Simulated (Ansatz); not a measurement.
Input:

Pt:
```
Pt
1.0
   -1.56041     1.56041     1.56041
    1.56041    -1.56041     1.56041
    1.56041     1.56041    -1.56041
Pt
1
Cartesian
  0.00000   0.00000   0.00000
```

This is the PBEsol-relaxed structure.

Question: All from DFT-PBEsol in the program Ansatz with PAW potentials, unless another level is named. Give the bulk modulus (Birch–Murnaghan fit).

Answer: 277 GPa.

Question: Predict the elastic constants (relaxed ions, GPa).

Answer: C11 = 202, C12 = 315, C44 = 175.

Space group Im-3m (bcc (W type)). The first step of the workflow began from a Materials Project structure, measured or hypothetical; the Crystallography Open Database copy checked does not list it. It is not the phase usual at ambient conditions (space group No. 225). The PBEsol relaxation kept the symmetry of its start. At this level the phase is mechanically unstable. No spin polarisation was allowed. As this level gives no gap, shear constants depend on the k-mesh and smearing (Fermi–Dirac, 0.1 eV here). On the denser mesh and wider smearing of the elastic run this cell carries a stress of 0.4 GPa. Spin–orbit coupling is left out wherever it is not named.

Potentials: the later of the program's two PAW sets.
